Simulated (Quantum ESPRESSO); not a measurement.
Simulation results for AlSi$_{3}$C$_{3}$N (made-up cell)

Calculation on a made-up crystal cell, not a measurement: periodic Kohn-Sham density functional theory in plane waves with PseudoDojo standard norm-conserving scalar-relativistic pseudopotentials, each functional with its own files (v0.5 for PBE, v0.4.1 for LDA and PBEsol), no spin polarisation, no spin-orbit coupling, atoms not relaxed, stress positive in tension, energies less a fixed whole-eV offset for each atom's element; levels are Kohn-Sham levels at fractions of this cell's reciprocal vectors, counted from the reference band (half the neutral cell's valence electrons, rounded up) at Gamma; error bars cover cutoff and k-mesh only, not smearing or the files; added strain carries the atoms with the cell, and shear is the tensor component; each bar is the largest change over components, and at least 0.002 eV, 0.002 eV per angstrom or 0.02 GPa; energies are for the whole cell, and the offsets were chosen from early runs and are not element reference energies. Program: Quantum ESPRESSO 7.5.

Common to all runs: lattice type wurtzite; functional pbe; cutoff 1143 eV; fermi dirac smearing 0.025 eV; scf tolerance 1e-07 eV; electrons removed 0; k mesh 6 x 4 x 4, shifted by half a step.

(1) 
```xyz
8
Lattice="3.0421 0.0000 0.0000 0.0000 5.2690 0.0000 0.0000 0.0000 4.9677" Properties=species:S:1:pos:R:3 formula=AlSi3C3N
Al    -0.0287     0.0281     0.0500
Si     1.5492     2.6258     0.0015
Si     1.5187     0.9088     2.4984
Si     0.0362     3.5113     2.4413
N      0.0195     0.0091     1.8894
C      1.5109     2.6550     1.9160
C      1.4979     0.8406     4.3474
C     -0.0610     3.5150     4.2953
```

Atoms:
| atoms element | atom site | atom energy offset (eV) |
| --- | --- | --- |
| Al | 1 | -64 |
| Si | 2 | -115 |
| Si | 3 | -115 |
| Si | 4 | -115 |
| N | 5 | -283 |
| C | 6 | -163 |
| C | 7 | -163 |
| C | 8 | -163 |

(2) 
```xyz
8
Lattice="3.0421 0.0000 0.0000 0.0000 5.2690 0.0000 0.0000 0.0000 4.9677" Properties=species:S:1:pos:R:3 formula=AlSi3C3N
Al    -0.0287     0.0281     0.0500
Si     1.5492     2.6440     0.0015
Si     1.5187     0.9088     2.4984
Si     0.0362     3.5113     2.4413
N      0.0195     0.0091     1.8894
C      1.5109     2.6550     1.9160
C      1.4979     0.8406     4.3474
C     -0.0610     3.5150     4.2953
```

Atoms:
| atoms element | atom site | atom energy offset (eV) |
| --- | --- | --- |
| Al | 1 | -64 |
| Si | 2 | -115 |
| Si | 3 | -115 |
| Si | 4 | -115 |
| N | 5 | -283 |
| C | 6 | -163 |
| C | 7 | -163 |
| C | 8 | -163 |

**Q.** What stress yy does the calculation give for AlSi$_{3}$C$_{3}$N (made-up cell) (entry 1)?
**A.** -13.86 GPa

**Q.** AlSi$_{3}$C$_{3}$N (made-up cell) (entry 1): stress xz?
**A.** 1.15 GPa

**Q.** What stress yz does the calculation give for AlSi$_{3}$C$_{3}$N (made-up cell) (entry 1)?
**A.** 0.9586 GPa

**Q.** Estimate the pressure of AlSi$_{3}$C$_{3}$N (made-up cell) (entry 1).
**A.** 14.71 GPa

**Q.** Give the missing stress zz for AlSi$_{3}$C$_{3}$N (made-up cell) (entry 2).
**A.** -11.08 GPa

**Q.** Give the missing stress xx for AlSi$_{3}$C$_{3}$N (made-up cell) (entry 2).
**A.** -19.55 GPa

**Q.** What stress xy does the calculation give for AlSi$_{3}$C$_{3}$N (made-up cell) (entry 2)?
**A.** -0.6352 GPa

**Q.** Give the table of levels values for AlSi$_{3}$C$_{3}$N (made-up cell) (entry 2).
**A.** 
Levels:
| level k point | next band up (eV) |
| --- | --- |
| Gamma | 1.077 |
| (1/2,1/2,1/2) | 0.8987 |
| (0.15,0,0) | 2.093 |
| (0,0.15,0) | 1.28 |
| (0,0,0.15) | 1.087 |

Further results for AlSi$_{3}$C$_{3}$N (made-up cell) (entry 1):

```
free energy less offsets : -3.146 eV
smearing term minus ts   : 0 eV
scf iterations           : 12
stress xx                : -19.21 GPa
stress zz                : -11.06 GPa
stress xy                : -0.5475 GPa
reference band           : 16
error bar energy         : 0.002006 eV
error bar stress         : 0.08292 GPa
error bar force          : 0.004484 eV/Å
error bar next band up   : 0.002 eV
error bars from          : tighter rerun of a related cell
```

Forces:
| site | x (eV/Å) | y (eV/Å) | z (eV/Å) |
| --- | --- | --- | --- |
| 1 | 0.2145 | -0.899 | -1.819 |
| 2 | -1.485 | -0.3106 | -2.051 |
| 3 | 0.1281 | -0.5513 | 2.427 |
| 4 | -1.294 | 0.5782 | 2.601 |
| 5 | -0.2 | 0.09718 | 1.191 |
| 6 | 1.127 | -0.3316 | -2.202 |
| 7 | -0.02102 | 2.505 | -0.94 |
| 8 | 1.53 | -1.088 | 0.7929 |

Levels:
| level k point | next band up (eV) |
| --- | --- |
| Gamma | 1.084 |
| (1/2,1/2,1/2) | 0.9031 |
| (0.15,0,0) | 2.098 |
| (0,0.15,0) | 1.287 |
| (0,0,0.15) | 1.095 |

Further results for AlSi$_{3}$C$_{3}$N (made-up cell) (entry 2):

```
free energy less offsets : -3.136 eV
smearing term minus ts   : 0 eV
scf iterations           : 12
pressure                 : 14.74 GPa
stress yy                : -13.58 GPa
stress yz                : 1.158 GPa
stress xz                : 1.247 GPa
reference band           : 16
error bar energy         : 0.002006 eV
error bar stress         : 0.08292 GPa
error bar force          : 0.004484 eV/Å
error bar next band up   : 0.002 eV
error bars from          : tighter rerun of this cell
```

Forces:
| site | x (eV/Å) | y (eV/Å) | z (eV/Å) |
| --- | --- | --- | --- |
| 1 | 0.2138 | -0.7878 | -1.829 |
| 2 | -1.562 | -0.7708 | -2.014 |
| 3 | 0.1277 | -0.566 | 2.448 |
| 4 | -1.293 | 0.6083 | 2.594 |
| 5 | -0.1999 | 0.07124 | 1.176 |
| 6 | 1.126 | -0.2613 | -2.192 |
| 7 | -0.02072 | 2.655 | -0.9161 |
| 8 | 1.608 | -0.9488 | 0.7338 |
